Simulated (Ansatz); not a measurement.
A generator proposed this cell of GeCl2.

```cif
data_structure
_symmetry_space_group_name_H-M 'P6mm'
_symmetry_Int_Tables_number 183
_cell_length_a 3.3535
_cell_length_b 3.3535
_cell_length_c 5.7358
_cell_angle_alpha 90.000
_cell_angle_beta 90.000
_cell_angle_gamma 120.000
_cell_volume 55.86
loop_
_atom_site_label
_atom_site_type_symbol
_atom_site_symmetry_multiplicity
_atom_site_Wyckoff_symbol
_atom_site_fract_x
_atom_site_fract_y
_atom_site_fract_z
_atom_site_occupancy
Ge1 Ge 1 a 0.00000 0.00000 0.97454 1
Cl1 Cl 2 b 0.33333 0.66667 0.65656 1
```

The calculation used Ansatz 0.2.0, DFT PBE, scalar-relativistic, plane waves, PAW. Cutoff 420 eV; k points 6×6×4 on the computed 3-atom cell (Γ-centred); Gaussian smearing, width 0.10 eV; no spin polarisation.

Formation energies are uncorrected and refer to the elements' standard structures at the same level (Cl₂ as a molecule).

Problem. What does a single point on this coarse mesh give?

Solution. The pressure is 58.3 GPa (the mean over three directions, positive in compression), the largest force is 2.61 eV/Å, and the energy is +3.32 eV/atom against the elements. The shortest distance is 1.94 Å.

Problem. Is it a good guess?

Solution. A poor one: relaxing gains about 3.5 eV/atom in 57 ionic steps and ends at −0.146 eV/atom on the finer mesh. The symmetry goes from P6mm (No. 183) to P6/mmm (No. 191). The volume per atom grows by 152.5 %, from 18.6 to 47.0 Å³. The shortest distance goes from 1.94 Å (Cl–Cl) to 2.88 Å (Ge–Cl and Cl–Cl). Conventional cell: a = 4.984 Å, c = 6.556 Å. Ge has 6 Cl at 2.88 Å; around Cl lie 3 Cl at 2.88 Å and 3 Ge at 2.88 Å.

The last run used a 12×12×6 mesh (in the run's order of axes) for its 3-atom cell and Gaussian smearing of 0.02 eV. No dispersion correction is applied, so the spacing and binding between layers, chains or molecules are poorly described. The relaxation can't lower the symmetry of the start, and the grade says only how near the guess is to its own end. Symmetry constrained the relaxation, so the result can be a saddle point. Another cell of GeCl2 relaxed alike, in Fd-3m, lies 0.56 eV/atom lower, so this cell isn't the stable form at this level.
